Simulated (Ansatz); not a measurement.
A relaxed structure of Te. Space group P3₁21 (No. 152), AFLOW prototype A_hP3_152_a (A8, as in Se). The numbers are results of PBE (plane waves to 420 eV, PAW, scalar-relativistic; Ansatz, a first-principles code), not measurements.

```cif
data_Te3
_chemical_formula_sum 'Te3'
_space_group_name_H-M_alt 'P 1'
_space_group_IT_number 1
_cell_length_a 4.52142
_cell_length_b 4.52142
_cell_length_c 5.95481
_cell_angle_alpha 90.000
_cell_angle_beta 90.000
_cell_angle_gamma 120.000
loop_
_space_group_symop_operation_xyz
  'x, y, z'
loop_
_atom_site_label
_atom_site_type_symbol
_atom_site_fract_x
_atom_site_fract_y
_atom_site_fract_z
_atom_site_occupancy
Te1 Te 0.26810 0.00000 0.33333 1
Te2 Te 0.00000 0.26810 0.66667 1
Te3 Te 0.73190 0.73190 0.00000 1
```

Problem. What band gap does PBE give?

Solution. 0.23 eV, direct within 0.03 eV (at H) (no spin-orbit coupling).

Problem. What smallest direct gap does PBE give?

Solution. 0.24 eV at H.

No spin polarisation in the result. Spin-orbit coupling is missing; with elements this heavy it can move band edges by tenths of an eV or more.

The run could not lose the symmetry of its start.
